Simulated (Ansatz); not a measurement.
**CdPt (P4/mmm): elastic constants by finite strains**

Computed with PBEsol, PAW on Ansatz 0.2.0's default frozen-core files (fitted under PBE), scalar-relativistic; not a measurement.

Cell and atoms were relaxed beforehand by PAW with this functional.

The structure is one entry of a database and needn't be the stable phase.

Command:

```sh
ansatz run input.yaml --threads 1 --pin off --max-ram 2560MiB --backend cpu --events-out ev --progress --plain --runs-dir out
```

Input file:

```yaml
crystal:
  lattice:
    - [2.94663763, 0.0, 0.0]
    - [0.0, 2.94663763, 0.0]
    - [0.0, 0.0, 3.83036357467]
  atoms:
    - { symbol: Cd, position: [0.0, 0.0, 0.0] }
    - { symbol: Pt, position: [0.5, 0.5, 0.5] }
kpoints:
  mp_grid: { grid: [16, 16, 12] }
scf:
  occupations: { method: fermi_dirac, width: 0.05 }
hamiltonian:
  xc: pbesol
  pseudopotentials: { kind: paw }
elastic:
  mode: relaxed_ion
  stencil: two_point
  amplitude: 0.005
```

Output:

```
Warning: RAYON_NUM_THREADS=1 ignored (pool sized by the plan → 1); use --threads N
Engine: ansatz 0.2.0, x86_64-unknown-linux-gnu
Pseudopotentials: kind: paw
Pseudopotential: Cd, paw, valence charge 20, recommended cutoff 420 eV (normal), Cd.paw.azcp
Pseudopotential: Pt, paw, valence charge 18, recommended cutoff 420 eV (normal), Pt.paw.azcp
Functional definition: PBEsol
  exchange = pbesol_x
  correlation = pbesol_c
Crystal: 2 atoms, lattice volume = 33.258 Å³
Basis set: ecut = 420 eV, 633 PW (Γ), exchange–correlation on 40×40×54 points (8 copies of the dense FFT grid, shifted against one another)
Bands: 23, of which v1, the nominal top of the filled ones, is band 19 counted from 1 (18 counted from 0)
Symmetry: 16 space group operations
Space group: P4/mmm (ITA 123), of the structure as read, at distance tolerance 3.2e-5 Å
k-points: 315 of 3072
Non-local potential: Cd, projectors of the file, l = 0: 3, l = 1: 2, l = 2: 2, l = 3: 1
Non-local potential: Pt, projectors of the file, l = 0: 3, l = 1: 2, l = 2: 2, l = 3: 1
PAW form: soft (Blöchl's): semilocal exchange-correlation on the pseudo side does not see the compensation charge
PAW frozen core: Cd, regenerated for the run's functional, and the local potential with it (the file was generated under x = pbe(κ = 0.804, μ = 0.2195149727645171), c = pbe(β = 0.06672455060314922))
PAW frozen core: Pt, regenerated for the run's functional, and the local potential with it (the file was generated under x = pbe(κ = 0.804, μ = 0.2195149727645171), c = pbe(β = 0.06672455060314922))
PAW one-centre angular grid: Cd, 590 points (default); XC on 64 Gauss nodes
PAW one-centre angular grid: Pt, 590 points (default); XC on 64 Gauss nodes
Initial density: superposition of atomic densities (neutral atoms: chi_scale 0, normalization atom), corrected by the library's trained network
Initial wavefunctions: pseudopotential atomic-orbital guess
Functional: x = pbesol(κ = 0.804, μ = 0.12345679012345678), c = pbesol(β = 0.046)
[... 143 lines left out ...]
  strains applied: 11, 33, 23, 12; error gains: componentwise 1.00 (the most a stress slope's error grows in a printed constant), spectral 1.41 (1 for all six strains in a standard setting)
  C = ∂σ_k/∂η_j (tension-positive GPa; Voigt order 11 22 33 23 13 12):
       253.306     99.481    149.890      0.000      0.000     -0.000
        99.481    253.306    149.890      0.000      0.000     -0.000
       149.854    149.854    212.152      0.000      0.000     -0.000
         0.000      0.000      0.000     77.053      0.000      0.000
         0.000      0.000      0.000      0.000     77.053      0.000
        -0.000     -0.000      0.000      0.000      0.000     46.486
  reference stress σ⁰ (GPa):     -0.006     -0.006     -0.012     -0.000     -0.000     -0.000
  C* (energy form; C + prestress term) asymmetry max|C*_kj − C*_jk| = 4.082e-2 GPa — a small one proves nothing (zero by symmetry where the batch's group is 432, −43m or m−3m); a large one is finite-difference/SCF noise where ...
  moduli (Voigt/Reuss/Hill, GPa): K = 168.58/168.47/168.53   G = 61.42/53.04/57.23   E = 154.23   ν = 0.347
  mechanically stable: yes (min eigenvalue of sym C = 46.49 GPa)
  strain η (Voigt 11):  stress-route row diagonal C_11 = 253.31 GPa, energy-path curvature d²(F+E_count+ΔE)/dδ²/Ω₀ = 253.26 GPa
         δ    σ_11 (GPa)             F (eV)   n_scf  n_hpsi   n_pw
    -5.000e-3      -1.3053      -20568.5478463      10  249070    676   relax 0 steps, max|allowed force component| 2.29e-28 eV/Å
     5.000e-3       1.2277      -20568.5478841       7  195721    678   relax 0 steps, max|allowed force component| 2.56e-29 eV/Å
  strain η (Voigt 33):  stress-route row diagonal C_33 = 212.15 GPa, energy-path curvature d²(F+E_count+ΔE)/dδ²/Ω₀ = 212.12 GPa
         δ    σ_33 (GPa)             F (eV)   n_scf  n_hpsi   n_pw
    -5.000e-3      -1.0892      -20568.5479551      10  139566    676   relax 0 steps, max|allowed force component| 1.10e-29 eV/Å
     5.000e-3       1.0323      -20568.5479941       8  116992    676   relax 0 steps, max|allowed force component| 1.97e-31 eV/Å
  strain η (Voigt 23):  stress-route row diagonal C_44 = 77.05 GPa, energy-path curvature d²(F+E_count+ΔE)/dδ²/Ω₀ = 77.06 GPa
         δ    σ_23 (GPa)             F (eV)   n_scf  n_hpsi   n_pw
    -5.000e-3      -0.3853      -20568.5483238       8  361106    676   relax 0 steps, max|allowed force component| 0.00e0 eV/Å
     5.000e-3       0.3853      -20568.5483238       6  303112    676   relax 0 steps, max|allowed force component| 0.00e0 eV/Å
  strain η (Voigt 12):  stress-route row diagonal C_66 = 46.49 GPa, energy-path curvature d²(F+E_count+ΔE)/dδ²/Ω₀ = 46.49 GPa
         δ    σ_12 (GPa)             F (eV)   n_scf  n_hpsi   n_pw
    -5.000e-3      -0.2324      -20568.5484022       7  192465    676   relax 0 steps, max|allowed force component| 5.13e-29 eV/Å
     5.000e-3       0.2324      -20568.5484022       6  181027    676   relax 0 steps, max|allowed force component| 5.06e-29 eV/Å
```

Self-consistency was reached.

### Elastic constants

Elastic constants of a crystal by Kohn-Sham DFT: slopes of the stress over finite engineering strains of the given cell, Voigt indices, Cartesian axes as in the input.

```
Pressure at rest         : 0.008 GPa
Least elastic eigenvalue : 46.49 GPa
Elastically stable       : yes
```

```
index  elastic (GPa)
   11          253.3
   12          99.48
   13          149.9
   33          212.2
   44          77.05
   66          46.49
```

Strained cells:

Stress of each strained cell less that at rest, tension positive.

```csv
strain component,strain,stress xx (GPa),stress yy (GPa),stress zz (GPa),stress yz (GPa),stress xz (GPa),stress xy (GPa),relaxation steps
xx,-0.005,-1.299,-0.5029,-0.761,0,0,0,0
xx,0.005,1.234,0.4919,0.7376,0,0,0,0
zz,-0.005,-0.7612,-0.7612,-1.078,0,0,0,0
zz,0.005,0.7377,0.7377,1.044,0,0,0,0
yz,-0.005,-0.0052,-0.0028,-0.0079,-0.3853,0,0,0
yz,0.005,-0.0052,-0.0028,-0.0079,0.3853,0,0,0
xy,-0.005,-0.0015,-0.0015,-0.0045,0,0,-0.2324,0
xy,0.005,-0.0015,-0.0015,-0.0045,0,0,0.2324,0
```

**Elastic moduli**

Hill averages of a grain aggregate, Debye temperature from the mean sound speed over directions.

| Property | Result |
| --- | --- |
| Bulk modulus | 168.5 GPa |
| Shear modulus | 57.23 GPa |
| Young modulus | 154.2 GPa |
| Poisson ratio | 0.3475 |
| Bulk over shear modulus | 2.945 |
| Elastic anisotropy index | 0.7911 |
| Least young modulus | 84.81 GPa |
| Largest young modulus | 200.5 GPa |
| Longitudinal sound speed | 3993 m/s |
| Transverse sound speed | 1931 m/s |
| Elastic debye temperature | 251.6 K |
| Linear compressibility (x, y, z) | 2.082, 2.082, 1.773 1/TPa |

Known limits: frozen-core PAW files fitted under PBE, their cores solved anew for the functional of the run; responses of metals move with mesh and smearing; no spin-orbit coupling on heavy atoms; the softest shear constant rests on one k mesh, and a soft shear can herald a distortion on cooling; elastic stability says nothing of phonons or of other phases.

Cost: 110 s on 1 thread of Intel(R) Xeon(R) Platinum 8488C (Sapphire Rapids), with other jobs on the host, peak memory 0.94 GiB.
